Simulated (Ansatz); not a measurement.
LiCl (rock salt, Fm-3m), a = b = c = 5.112 Å, α = β = γ = 90.00°; the cell used has 2 atoms.

Relaxed with r²SCAN.

Problem. Give the optical modes at the zone centre with their infrared and Raman activity from DFPT, r²SCAN in the plane-wave PAW code Ansatz.

Solution. Transverse frequencies, without the LO–TO term; a row sums one degenerate level.

```tsv
ω (cm⁻¹)	degeneracy	IR ((D/Å)²/amu)	Raman (Å⁴/amu)	activity	symmetry
192	3	16.37	0	IR	T1u
```

Problem. How high does the top mode go among those that the LO–TO term moves?

Solution. 400 cm⁻¹ for q along x.

Symmetry was held in the r²SCAN relaxation.

Potentials: the earlier of the program's two PAW sets. The files were generated under PBE; for other functionals the program regenerates the frozen cores, and for LDA and PBEsol the local potential too.
